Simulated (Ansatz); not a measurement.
**Electric field gradients in AgHgF$_{3}$**

Theory: DFT PBE, scalar-relativistic, plane waves, PAW (Ansatz). Cutoff 420 eV, 8×8×8 k-points (Γ-centred), Fermi-Dirac smearing of 0.15 eV. No spin polarisation.

Relaxed structure:
```yaml
crystal:
  lattice:
    - [4.53412, 0.00000, 0.00000]
    - [0.00000, 4.53412, 0.00000]
    - [0.00000, 0.00000, 4.53412]
  atoms:
    - { symbol: Ag, position: [0.00000, 0.00000, 0.00000] }
    - { symbol: Hg, position: [0.50000, 0.50000, 0.50000] }
    - { symbol: F, position: [0.50000, 0.50000, 0.00000] }
    - { symbol: F, position: [0.00000, 0.50000, 0.50000] }
    - { symbol: F, position: [0.50000, 0.00000, 0.50000] }
```

The cell was built by swapping an element in a database structure (itself possibly hypothetical) and relaxing; it need not be the stable form of this composition. In a metal these results depend on the k mesh and the smearing. A semilocal functional can close a gap that the real compound has. Spin–orbit coupling is left out, which matters for gradients at heavy nuclei.

Question: Give V_zz (10²¹ V/m²) and the asymmetry η at each distinct site.

Answer:
| atom | V_zz | η |
| --- | --- | --- |
| Ag (atom 1) | 0.000 | zero by symmetry |
| Hg (atom 2) | 0.000 | zero by symmetry |
| F (atom 3) | 11.03 | 0.00 |

Symmetry holds off the tilts and polar distortions that many cubic perovskites undergo.